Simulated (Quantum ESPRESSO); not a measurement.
Band energies of RbBr

```xyz
2
Lattice="0.0000 3.4216 3.4216 3.4216 0.0000 3.4216 3.4216 3.4216 0.0000" Properties=species:S:1:pos:R:3 pbc="T T T"
Br     3.4216     3.4216     3.4216
Rb     0.0000     0.0000     0.0000
```

norm-conserving PBEsol (Quantum ESPRESSO, 46 Ry, with spin-orbit coupling); path ΓXWKΓLUWLK,UX; energies in eV from the valence-band maximum.

```
k (1/Å)  point  band 16  band 17  band 18  band 19  band 20  band 21  band 22  band 23
-------  -----  -------  -------  -------  -------  -------  -------  -------  -------
0.00         Γ     0.00     4.06     4.06     7.04     7.04     7.04     7.04     7.05
0.46              -0.10     5.44     5.44     5.98     5.98     8.40     8.40     8.52
0.92         X    -0.16     5.33     5.33     6.87     6.87     8.91     8.91     9.00
1.38         W    -0.40     6.80     6.80     6.83     6.83     8.03     8.03     8.38
1.54              -0.36     6.27     6.27     7.49     7.49     7.92     7.92     8.55
1.70         K    -0.34     6.07     6.07     7.85     7.85     7.92     7.92     8.64
2.03              -0.32     6.47     6.47     6.90     6.90     8.41     8.41     8.51
2.57              -0.02     4.18     4.18     6.99     6.99     7.08     7.08     7.13
2.68         Γ     0.00     4.06     4.06     7.04     7.04     7.04     7.04     7.05
2.97              -0.13     4.86     4.86     6.88     6.88     7.46     7.46     7.46
3.47         L    -0.39     6.52     6.52     7.46     7.46     9.28     9.28     9.30
3.92              -0.36     6.34     6.34     7.53     7.53     8.32     8.32     8.61
4.03         U    -0.34     6.07     6.07     7.85     7.85     7.92     7.92     8.64
4.36         W    -0.40     6.80     6.80     6.83     6.83     8.03     8.03     8.38
4.45              -0.39     6.80     6.80     6.86     6.86     8.08     8.08     8.42
4.82              -0.38     6.59     6.59     7.36     7.36     9.05     9.05     9.10
5.01         L    -0.39     6.52     6.52     7.46     7.46     9.28     9.28     9.30
5.25              -0.38     6.61     6.61     7.31     7.31     8.84     8.84     9.24
5.57         K    -0.34     6.07     6.07     7.85     7.85     7.92     7.92     8.64
5.57         U    -0.34     6.07     6.07     7.85     7.85     7.92     7.92     8.64
5.89         X    -0.16     5.33     5.33     6.87     6.87     8.91     8.91     9.00
```

The PBEsol gap is direct, 4.06 eV at Γ.

Geometry relaxed with PBEsol.
